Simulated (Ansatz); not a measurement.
# Al3Ru: start and end of a relaxation

The cell of Al3Ru is invented: random cell by space group and Wyckoff sites (P6/mmm, No. 191). Its size is a rough estimate.

start.cif

```cif
data_structure
_symmetry_space_group_name_H-M 'P 1'
_symmetry_Int_Tables_number 1
_cell_length_a 3.4821
_cell_length_b 3.4821
_cell_length_c 6.3410
_cell_angle_alpha 90.000
_cell_angle_beta 90.000
_cell_angle_gamma 120.000
_cell_volume 66.58
loop_
_atom_site_label
_atom_site_type_symbol
_atom_site_fract_x
_atom_site_fract_y
_atom_site_fract_z
_atom_site_occupancy
Al1 Al 0.00000 0.00000 0.25800 1
Al2 Al 0.00000 0.00000 0.74200 1
Al3 Al 0.00000 0.00000 0.50000 1
Ru1 Ru 0.00000 0.00000 0.00000 1
```

Theory: DFT PBE, scalar-relativistic, plane waves, PAW (Ansatz). Cutoff 420 eV, Gaussian smearing, Γ-centred meshes. Cell and atoms relax first on a coarse mesh and then on a finer one. In between, the cell is made exact in the group found at 0.06 Å. In metals the finer mesh still leaves noise of several meV/atom or more. The steps can't lower the symmetry of their start. No spin polarisation.

end.cif

```cif
data_structure
_symmetry_space_group_name_H-M 'P 1'
_symmetry_Int_Tables_number 1
_cell_length_a 2.7200
_cell_length_b 2.7200
_cell_length_c 10.6894
_cell_angle_alpha 90.000
_cell_angle_beta 90.000
_cell_angle_gamma 120.000
_cell_volume 68.49
loop_
_atom_site_label
_atom_site_type_symbol
_atom_site_fract_x
_atom_site_fract_y
_atom_site_fract_z
_atom_site_occupancy
Al1 Al 0.00000 0.00000 0.23545 1
Al2 Al 0.00000 0.00000 0.76455 1
Al3 Al 0.00000 0.00000 0.50000 1
Ru1 Ru 0.00000 0.00000 0.00000 1
```

The symmetry stays P6/mmm (No. 191). The volume per atom grows by 2.9 %, from 16.6 to 17.1 Å³. The shortest distance goes from 1.53 Å (Al–Al) to 2.52 Å (Al–Ru). The ratio c/a of the conventional cell changes by a factor of 2.16. The energy falls by about 9.1 eV/atom (the start's value is from the coarse mesh).

| Item | Value |
| --- | --- |
| Volume per atom | 17.12 Å³ |
| Density | 4.41 g/cm³ |
| Energy over the elements | +0.36 eV/atom |
| Gap on the 18×18×6 mesh of the 4-atom cell | 0 eV (a metal) |

The zero of energy is the elements' standard structures at the same level; no fitted shifts are applied. A positive value: parting into the elements would lower its energy.

The last run used Gaussian smearing of 0.10 eV. The cell is a metal run without spin; a magnetic state may lie lower. A structure relaxed within its symmetry needn't be a true minimum. In all, the 3 runs took 77 s on 1 thread of Arm Neoverse V2 (shared host). Another cell of Al3Ru relaxed alike, in Pm-3n, lies 0.78 eV/atom lower, so this cell isn't the stable form at this level.
